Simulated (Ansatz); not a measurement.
Nb (hcp): energy against volume

Computed with Ansatz 0.2.0, DFT, r2SCAN, plane waves (500 eV) with PAW, scalar-relativistic. (PAW data from PBE, frozen cores regenerated.)

The cell is scaled uniformly from the relaxed one, with fractional coordinates and shape fixed. Energies are extrapolated to zero smearing, pressures are those at the given smearing. Magnetic state: spin not included.

A Birch-Murnaghan fit gives V₀ = 18.55 Å³/atom, B₀ = 166 GPa, B₀′ = 3.6.

Task: What are the energy above the minimum and the pressure at 16.357 Å³/atom?

Result: 162.9 meV/atom and 26.43 GPa as computed.

Task: What are the energy above the minimum and the pressure at 20.075 Å³/atom?

Result: 57.4 meV/atom and -11.12 GPa as computed.

Task: What are the energy above the minimum and the pressure at 20.818 Å³/atom?

Result: 120.1 meV/atom and -15.26 GPa as computed.
